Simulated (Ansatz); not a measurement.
WC:
```
WC
1.0
    2.91247     0.00000     0.00000
   -1.45624     2.52228     0.00000
    0.00000     0.00000     2.83669
W C
1 1
Direct
  0.00000   0.00000   0.00000
  0.66667   0.33333   0.50000
```

Relaxed with r²SCAN. Special points in fractions of this cell's reciprocal vectors: Γ (0.000, 0.000, 0.000); M (0.500, 0.000, 0.000); K (0.333, 0.333, 0.000); A (0.000, 0.000, 0.500); L (0.500, 0.000, 0.500); H (0.333, 0.333, 0.500).

Problem. List the band energies nearest the Fermi level at these points for r²SCAN (plane waves, PAW; program Ansatz).

Solution. In eV from the Fermi level; about four levels below and three above (degenerate sets whole), none deeper than 8.9 eV; … stands for higher levels left out; points with the same levels are listed once.

```csv
k,below,above
Γ,-4.41 -3.43 -3.43,0.16 3.46 3.46
M,-7.25 -3.67 -3.62 -0.46,2.55 4.76 5.11
K,-6.76 -4.63 -3.52,0.81 1.04 2.19
A,-2.05 -2.05 -0.52 -0.52,3.86 …
L,-6.64 -4.43 -4.30,0.28 4.62 5.52
H,-7.35 -5.57 -1.66 -0.67,4.60 6.67 7.94
```

Space group P-6m2. The r²SCAN relaxation kept the symmetry of its start. No spin polarisation was allowed. Spin–orbit coupling is left out wherever it is not named.

Potentials: the earlier of the program's two PAW sets. The files were generated under PBE; for other functionals the program regenerates the frozen cores, and for LDA and PBEsol the local potential too.
